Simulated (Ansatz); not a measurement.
Profile along the As–Al line in AlAs (zinc blende)

AlAs (zinc blende)

```
AlAs
1.0
    0.00000     2.86406     2.86406
    2.86406     0.00000     2.86406
    2.86406     2.86406     0.00000
As Al
1 1
Cartesian
  4.29609   4.29609   4.29609
  0.00000   0.00000   0.00000
```

Fields along a shortest As–Al line of a {110} plane (2.48 Å), from As to Al, interpolated on the slice's grid (step about 0.2 Å). Method: PBE (plane waves to 420 eV, PAW, scalar-relativistic; Ansatz, an electronic-structure program). k mesh 10×10×10. Near the nuclei the fields are pseudised (PAW); where an atom keeps semicore shells as valence, they peak there. AlAs was relaxed with its symmetry unable to fall. The PAW data are Ansatz's earlier set.

| distance from As (Å) | valence electron density (e/Å³) | electron localisation function | density of the highest valence band (e/Å³) | density of the lowest conduction band (e/Å³) |
|---|---|---|---|---|
| 0.00 | 46.06 | x | 0.001 | 0.041 |
| 0.12 | 40.41 | x | 0.006 | 0.045 |
| 0.25 | 27.19 | x | 0.023 | 0.055 |
| 0.37 | 13.84 | x | 0.054 | 0.066 |
| 0.50 | 5.53 | x | 0.095 | 0.073 |
| 0.62 | 2.13 | 0.50 | 0.134 | 0.070 |
| 0.74 | 1.07 | 0.66 | 0.160 | 0.059 |
| 0.87 | 0.76 | 0.75 | 0.169 | 0.044 |
| 0.99 | 0.63 | 0.82 | 0.162 | 0.032 |
| 1.12 | 0.54 | 0.87 | 0.147 | 0.026 |
| 1.24 | 0.46 | 0.90 | 0.131 | 0.027 |
| 1.36 | 0.41 | 0.92 | 0.116 | 0.033 |
| 1.49 | 0.36 | 0.92 | 0.102 | 0.040 |
| 1.61 | 0.31 | 0.92 | 0.085 | 0.046 |
| 1.74 | 0.25 | 0.79 | 0.065 | 0.047 |
| 1.86 | 0.18 | 0.50 | 0.042 | 0.042 |
| 1.98 | 0.12 | x | 0.020 | 0.033 |
| 2.11 | 0.08 | x | 0.006 | 0.025 |
| 2.23 | 0.06 | x | 0.001 | 0.020 |
| 2.36 | 0.05 | x | 0.000 | 0.017 |
| 2.48 | 0.05 | x | 0.001 | 0.017 |

x: too close to a nucleus for the ELF to mean much. Band densities are of whole bands, smooth part only.

Density on the As–Al line (2.48 Å) at its midpoint: 0.46 e/Å³. ELF at that point: 0.9. ELF maximum in the middle third of the As–Al line: 0.92, 1.5 Å from As.
